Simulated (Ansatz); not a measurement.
Kick test of a cell of CsTa₂

It was reached by relaxing an invented guess, and it needn't be the stable form of this composition.

The calculation used Ansatz 0.2.0, DFT PBE, scalar-relativistic, plane waves, PAW. Plane waves to 420 eV, a k mesh through Γ of 10×10×16 on the computed 3-atom cell and Gaussian smearing (0.10 eV); no spin polarisation.

The cell below (3 atoms, space group P6/mmm (No. 191)) is relaxed within its symmetry.

```
Cs Ta
1.0
     2.63616   -4.56725    0.00000
     2.63616    4.56725    0.00000
     0.00000    0.00000    3.02666
Cs Ta
1 2
Direct
  0.00000 0.00000 0.50000
  0.33331 0.66669 0.50000
  0.66669 0.33331 0.50000
```

For the test a repeat of it with 6 atoms (edges 3.03, 5.27, 9.13 Å) was strained at random (σ = 1.5 % a component), the atoms were moved at random (σ = 0.15 Å), and all was relaxed again on a coarse 8×4×4 mesh (in the run’s order of axes) with 0.20 eV smearing, with no symmetry imposed.

Spin–orbit coupling, which can matter for Ta, is left out.

Problem. Does it come back?

Solution. It doesn't return. The energy falls by 172 meV/atom on that mesh, the volume changes by -8.1 %, and the end has space group Pmmn (No. 59) at a loose tolerance. Relaxed again on a 12×8×4 mesh with 0.10 eV smearing, the new structure lies 169 meV/atom below the first (mesh in the axes of the run's cell; the cell below is made exact in the group named). Space group Pmmn (No. 59), orthorhombic, a = 2.991 Å, b = 5.017 Å, c = 8.931 Å. Cs is surrounded by 3 Ta at 2.89–2.90 Å, 2 Cs at 2.99 Å and 6 Ta at 3.32–3.36 Å; Ta on its first site has 2 Cs at 2.89 Å, 2 Ta at 2.99 Å, 6 Ta at 3.31–3.37 Å, 2 Cs at 3.36 Å and 4 Cs at 4.16 Å; around Ta on its second site lie 1 Cs at 2.90 Å, 2 Ta at 2.99 Å, 6 Ta at 3.21–3.37 Å, 4 Cs at 3.32 Å and 2 Cs at 4.17 Å.

```xyz
6
Lattice="2.9912 0.0000 0.0000 0.0000 5.0167 0.0000 0.0000 0.0000 8.9314" Properties=species:S:1:pos:R:3 pbc="T T T"
Cs    1.4956    2.5083    6.6907
Cs    0.0000    0.0000    2.2406
Ta    1.4956    0.0000    5.2497
Ta    1.4956    2.5083    0.6619
Ta    0.0000    2.5083    3.6817
Ta    0.0000    0.0000    8.2694
```
